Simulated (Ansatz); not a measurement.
This run works on a generated trial structure, not on a known crystal.

Input and command of a plane-wave DFT calculation in Ansatz:

```yaml
crystal:
  lattice:
    - [4.4678701715, 0.0, 0.0]
    - [-2.2339350858, 3.8692890693, 0.0]
    - [0.0, 0.0, 8.4659028865]
  atoms:
    - { symbol: K, position: [0.3333333333, 0.6666666667, 0.5] }
    - { symbol: K, position: [0.6666666667, 0.3333333333, 0.5] }
    - { symbol: Al, position: [0.0, 0.0, 0.0] }
    - { symbol: Ru, position: [0.3333333333, 0.6666666667, 0.1395723833] }
    - { symbol: Ru, position: [0.6666666667, 0.3333333333, 0.1395723833] }
    - { symbol: Ru, position: [0.6666666667, 0.3333333333, 0.8604276167] }
    - { symbol: Ru, position: [0.3333333333, 0.6666666667, 0.8604276167] }
basis:
  ecutwfc: 500
kpoints:
  mp_grid: { grid: [12, 12, 4] }
hamiltonian:
  xc: r2scan
scf:
  occupations: { method: gaussian, width: 0.1 }
output:
  forces: true
  stress: true
  eigenvalues: true
```

```bash
ansatz run input.yaml --threads 1 --pin off --max-ram 2560MiB --backend cpu --events-out ev --progress --plain --runs-dir out
```

Processor: Arm Neoverse V1, 1 thread, on a host shared with other jobs.

How long does it run, and how much memory does it take?

About 64 s, peak memory 0.95 GiB. It solves 51 bands at 57 k points (after reduction by symmetry) with about 3697 plane waves, in 10 SCF iterations.
